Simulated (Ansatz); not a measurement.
With r²SCAN in the plane-wave PAW code Ansatz, HfSiO$_{4}$ in the tetragonal phase (I4_1/amd; Hf on 4a, Si on 4b, O on 16h) relaxes to a = 6.582 Å, c = 5.972 Å. Si has 4 nearest neighbours from 1.62 Å (tetrahedral). Its formation energy from the elements is -3.42 eV/atom, with no fitted shifts.

It is gapped at this level: 6.00 eV (indirect). HSE06 on the same cell gives 7.25 eV. Gap from r²SCAN with spin–orbit coupling: 5.99 eV. The electron mass is 1.3, 7.9, 25 mₑ (principal values). The hole mass is 1.6 along x (mₑ).

The bulk modulus is 2320 kbar. The relaxed-ion elastic constants in GPa are C11 = 447, C12 = 69.2, C13 = 156, C33 = 501, C44 = 116, C66 = 53.4. The elastic constants imply a Debye temperature near 610 K. Perturbation theory gives ε∞ = 3.64 (xx = yy), 3.84 (zz). Letting the ions move raises it to ε0 = 11.7 (xx = yy), 11.7 (zz). Born charges are Hf +5.07, Si +3.56, O -2.16 e. Without the LO–TO term the highest mode at Γ lies at 1026 cm⁻¹. Bader charges are Hf +2.81, Si +3.32, O -1.53 e.

The r²SCAN relaxation kept the symmetry of its start. No spin polarisation was allowed. The references are the lowest solids computed at this level, not always the standard phases (solids in place of the gases). Scalar-relativistic: spin–orbit coupling is off unless named, which matters more the heavier the elements.

Potentials: the earlier of the program's two PAW sets. The files were generated under PBE; for other functionals the program regenerates the frozen cores, and for LDA and PBEsol the local potential too.
